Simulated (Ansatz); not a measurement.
Starting cell, TiO2 (rutile):

```
CELL_PARAMETERS angstrom
      4.59673     0.00000     0.00000
      0.00000     4.59673     0.00000
      0.00000     0.00000     2.95369
ATOMIC_POSITIONS crystal
  Ti 0.00000 0.00000 0.00000
  Ti 0.50000 0.50000 0.50000
  O  0.30461 0.30461 0.00000
  O  0.80461 0.19539 0.50000
  O  0.19539 0.80461 0.50000
  O  0.69539 0.69539 0.00000
```

In each cell atom 2 (Ti, nearest neighbour O at 1.948 Å; its periodic images, 3.0 Å or more away, move with it) moves by s·(1.000, 0.000, 0.000) (along Cartesian x), the rest being held.

Method: r2SCAN (plane waves to 500 eV, PAW, scalar-relativistic; Ansatz, an electronic-structure program). k mesh 6×6×9 (Γ-centred), Fermi-Dirac smearing 0.05 eV. Energies are smeared free energies. TiO2 is run without spin polarisation. TiO2 was relaxed with its symmetry unable to fall. ΔE is measured from the undisplaced structure.

Q: What ΔE (meV/cell) does the calculation give at s (Å) = -0.152, -0.076, 0.038, 0.076, 0.152?

A: 
```json
[
 {"s (Å)": "-0.152", "ΔE (meV/cell)": "193"},
 {"s (Å)": "-0.076", "ΔE (meV/cell)": "48"},
 {"s (Å)": "0.038", "ΔE (meV/cell)": "12"},
 {"s (Å)": "0.076", "ΔE (meV/cell)": "48"},
 {"s (Å)": "0.152", "ΔE (meV/cell)": "193"}
]
```

(For displaced atoms, the force is minus the slope of the energy, and its curvature is a force constant, which sets phonon frequencies.)
